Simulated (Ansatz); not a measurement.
Zr$_{2}$C:
```
Zr2C
1.0
    3.64760     0.00000     0.00000
    0.00000     3.64760     0.00000
    0.00000     0.00000     6.96573
Zr C
4 2
Direct
  0.00000   0.00000   0.00000
  0.50000   0.50000   0.00000
  0.50000   0.00000   0.36992
  0.00000   0.50000   0.63008
  0.50000   0.00000   0.72891
  0.00000   0.50000   0.27109
```

Relaxed with PBE. Special points in fractions of this cell's reciprocal vectors: Γ (0.000, 0.000, 0.000); X (0.000, 0.500, 0.000); M (0.500, 0.500, 0.000); Z (0.000, 0.000, 0.500); R (0.000, 0.500, 0.500); A (0.500, 0.500, 0.500).

List the band energies nearest the Fermi level at these points for PBE (plane waves, PAW; program Ansatz).

In eV from the Fermi level; about four levels below and three above (degenerate sets whole), none deeper than 8.9 eV; points with the same levels are listed once.

```tsv
k	below	above
Γ	-1.96 -1.19 -0.64 -0.64	0.93 0.93 0.97
X	-1.10 -1.10 -0.09 -0.09	1.30 1.30 2.40 2.40
M	-0.97 -0.97 -0.52 -0.52	0.29 0.29 3.21 3.21
Z	-1.29 -1.20 -1.20 -1.04	0.14 0.82 0.82
R	-2.50 -2.50 -0.96 -0.96	0.49 0.49 1.09 1.09
A	-0.71 -0.71 -0.68 -0.68	3.35 3.35 3.51 3.51
```

Space group P4/nmm. A made-up cell: these elements were put on the sites of a structure type; neither database checked (COD, Materials Project) lists it. Its standing as an ambient phase is unchecked. Symmetry was held in the PBE relaxation; its stability against distortions is not shown here. The run is not spin-polarised. Scalar-relativistic: spin–orbit coupling is off unless named, which matters more the heavier the elements.

Potentials: the earlier of the program's two PAW sets.
